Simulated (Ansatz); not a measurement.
## Structures of BaSO4: which is lowest?

Plane-wave DFT in Ansatz with scalar-relativistic PAW potentials, cutoff 420 eV, Γ-centred meshes chosen by cell and gap, Gaussian smearing with energies taken to zero width. Every cell was relaxed (cell and atoms) in a run of its own, within the symmetry of its start. Functional: PBEsol.

Relaxed structures (starts from databases or built by putting these elements on another compound's sites):
A. I4_1/a, 12 atoms in the computed cell, a = 5.106 Å, c = 13.047 Å; sites (symmetry × multiplicity) Ba -4.. × 4, S -4.. × 4, O 1 × 16; start: built
B. F-43m, 6 atoms in the computed cell, a = 7.252 Å; sites (symmetry × multiplicity) Ba -43m × 4, S -43m × 4, O .3m × 16; start: database

Q: Rank them by energy. Could pressure change the order?

A:
```csv
structure,group,E − E(lowest) (meV/atom),V (Å³/atom),gap on mesh (eV)
A,I4_1/a,0.0,14.17,5.95
B,F-43m,109,15.89,4.53
```

A is lowest, 109 meV/atom under B. The lowest is also the densest of these, so pressure wouldn't bring one of the others in at first order. Other structures may lie lower than all of these, and vibrations aren't counted.

Spin-orbit coupling is left out, which matters for the bands of heavy elements.